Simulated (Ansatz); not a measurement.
## Property card for SbTe2I

The calculation used Ansatz, DFT PBE, scalar-relativistic, plane waves, PAW.

Cutoff 420 eV; k points 12×12×8 on the computed 4-atom cell (Γ-centred); Gaussian smearing, width 0.10 eV; no spin polarisation.

The structure is relaxed at this level of theory with its symmetry kept, and needn't be the ground state of this composition.

```cif
data_structure
_symmetry_space_group_name_H-M 'P 1'
_symmetry_Int_Tables_number 1
_cell_length_a 5.5362
_cell_length_b 5.5362
_cell_length_c 6.1022
_cell_angle_alpha 90.000
_cell_angle_beta 90.000
_cell_angle_gamma 120.000
_cell_volume 161.97
loop_
_atom_site_label
_atom_site_type_symbol
_atom_site_fract_x
_atom_site_fract_y
_atom_site_fract_z
_atom_site_occupancy
Sb1 Sb 0.00000 0.00000 0.00000 1
Te1 Te 0.33333 0.66667 0.00000 1
Te2 Te 0.66667 0.33333 0.00000 1
I1 I 0.00000 0.00000 0.50000 1
```

```json
{
 "Space group": "P6/mmm (No. 191)",
 "Volume per atom": "40.49 Å³",
 "Formation energy from the elements' standard states (uncorrected)": "+0.160 eV/atom",
 "Kohn–Sham band gap": "none (metal)",
 "Density of states at the Fermi level": "5.0 states/eV per cell",
 "Orbital (Löwdin) character within 0.5 eV of the Fermi level": "Te 5p 72 %, I 5p 12 %, Sb 5p 11 %",
 "Bader charge by site (e)": "Sb (1 in the cell) 0.56, Te (2 in the cell) -0.10, I (1 in the cell) -0.37"
}
```

Spin-orbit coupling is left out, which matters for the bands of heavy elements.

The cell was found from a structure generator's guess, not taken from experiment. Löwdin shares on free-atom orbitals overweight diffuse shells.
